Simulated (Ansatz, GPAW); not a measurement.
This is a calculation of Sn3Se for GPAW 26.7.0 (ASE script). Atoms were shifted at random by some hundredths of an Å from the given cell, which wasn't relaxed again for these runs. The cell comes from a database or a generator and needn't be the stable form of this composition.

File run.py:

```python
from ase import Atoms
from ase.dft.bandgap import bandgap
from ase.io import write
from ase.units import GPa
from gpaw import GPAW, PW, setup_paths

setup_paths.insert(0, '.')

atoms = Atoms(['Sn', 'Sn', 'Sn', 'Se'],
              cell=[[4.741879, 0.0, 0.0],
                    [0.0, 4.741879, 0.0],
                    [0.0, 0.0, 4.741879]],
              scaled_positions=[[0.503798, 0.504002, -0.001901],
                                [0.511209, -0.008381, 0.498967],
                                [0.004186, 0.509451, 0.512005],
                                [0.004789, -0.007706, -0.000277]],
              pbc=True)

calc = GPAW(mode=PW(600),
            xc='PBEsol',
            kpts={'size': (6, 6, 6), 'gamma': True},
            occupations={'name': 'fermi-dirac', 'width': 0.05},
            nbands=38,
            convergence={'density': 1e-05, 'energy': 1e-05},
            maxiter=150,
            txt='gpaw.txt')
atoms.calc = calc
energy = atoms.get_potential_energy()
forces = atoms.get_forces()
stress = atoms.get_stress()
calc.write('gs.gpw')
write('result.traj', atoms)
print(f'Energy: {energy:.6f} eV')
print('Forces (eV/A):')
print(forces.round(4))
print('Stress (GPa):', (stress / GPa).round(3))
print('Fermi level:', round(calc.get_fermi_level(), 4), 'eV')
print(f'Gap: {bandgap(calc)[0]:.4f} eV, direct: {bandgap(calc, direct=True)[0]:.4f} eV')
```

Potentials or basis: PAW data sets generated in the run's folder for this functional, pw.

Command:

```sh
$ gpaw-setup -f PBEsol Se Sn
$ OMP_NUM_THREADS=1 python run.py
```

Q: Translate it to Ansatz 0.2.0. Potentials or basis there: Ansatz PAW, cutoff 420 eV.

A: As run (cutoffs and basis follow the program's own potentials, and thresholds, step limits or extra output files can differ):

Contents of input.yaml:

```yaml
crystal:
  lattice:
    - [4.741879, 0.0, 0.0]
    - [0.0, 4.741879, 0.0]
    - [0.0, 0.0, 4.741879]
  atoms:
    - { symbol: Sn, position: [0.503798, 0.504002, -0.001901] }
    - { symbol: Sn, position: [0.511209, -0.008381, 0.498967] }
    - { symbol: Sn, position: [0.004186, 0.509451, 0.512005] }
    - { symbol: Se, position: [0.004789, -0.007706, -0.000277] }
hamiltonian:
  xc: pbesol
  pseudopotentials: { kind: paw }
kpoints:
  mp_grid: { grid: [6, 6, 6] }
scf:
  occupations: { method: fermi_dirac, width: 0.05 }
output:
  forces: true
  stress: true
  eigenvalues: true
  write_density: true
  write_potential: true
  elf: true
  volumetric_format: npy
```

Potentials or basis: Ansatz PAW.

Launch:

```console
$ ansatz run input.yaml --threads 1 --pin off --max-ram 3584MiB --backend cpu --events-out ev --progress --plain --runs-dir out
```

Both were run:

|  | GPAW | Ansatz |
| --- | --- | --- |
| Pressure | -2.7 GPa | -2.6 GPa |
| Largest force | 0.146 eV/Å | 0.149 eV/Å |
| Energy over the undisturbed cell | 0.9 meV/atom | 0.9 meV/atom |

Ansatz's pressure holds a Pulay term of +0.03 GPa for its cutoff of 420 eV, which the other run lacks.

The potentials hold 48 and 58 valence electrons a cell.

Ansatz's potentials were made for PBE.

Where Ansatz's input types no cutoff or centring, it takes its own default and a Γ-centred mesh.

Pressure is positive in compression.
